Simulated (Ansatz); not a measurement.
AgI (wurtzite)

```xyz
4
Lattice="4.6852 0.0000 0.0000 -2.3426 4.0575 0.0000 0.0000 0.0000 7.6621" Properties=species:S:1:pos:R:3 pbc="T T T"
Ag     2.3426     1.3525     0.0004
Ag     0.0000     2.7050     3.8314
I      2.3426     1.3525     4.7900
I      0.0000     2.7050     0.9589
```

The slice is a (0001) plane (indices of the conventional cell) through the point (0.667, 0.333, 0.625) (fractional), spanned by u = [110] and v = [1 -1 0] in vectors of this cell: u (4.69 Å) and v (8.12 Å, at 90° to u). It covers one period; positions are fractions (u, v).

Level of theory: PBE (plane waves to 420 eV, PAW, scalar-relativistic; Ansatz, a quantum-chemistry and plane-wave program). k mesh 8×8×5. Inside the PAW spheres the values are not all-electron values, and peaks at nuclei hang on which shells count as valence. AgI was relaxed with its symmetry unable to fall. Spin-orbit coupling is left out, though I is heavy.

Problem. Predict the map of the electron localisation function (ELF) on the slice.

Solution. 
```
|xx++%%@@##..  ..##@@%%++|
|%%%%@@@@++      ++@@@@%%|
|@@@@%%++..      ..++%%@@|
|--::::..          ..::::|
|::::....  ......  ....::|
|==--::..--**##**--..::--|
|==--::::%%@@@@@@%%::::--|
|--::::**@@%%%%%%@@**::::|
|....--@@%%++xx++%%@@--..|
|....**@@%%xxxxxx%%@@**..|
|  ..##@@%%++xx++%%@@##..|
|    ++@@@@%%%%%%@@@@++  |
|    ..++%%@@@@@@%%++..  |
|      ..::::--::::..    |
|....  ....::::::....  ..|
|##**--..::--==--::..--**|
|@@@@%%::::--==--::::%%@@|
|%%%%@@**::::--::::**@@%%|
|xx++%%@@--......--@@%%++|
|xxxx%%@@**......**@@%%xx|
```
Scale: ten equal steps from 0.01 (start of ' ') to 0.72 (end of '@'), in the order ' .:-=+*#%@'. Values: electron localisation function (ELF). The map has 12 points along u (two characters each, u = 0 at the left) and 20 along v (v = 0 in the bottom row). Points within 0.5 Å of a nucleus are blanked (x), as the pseudised field means little there.
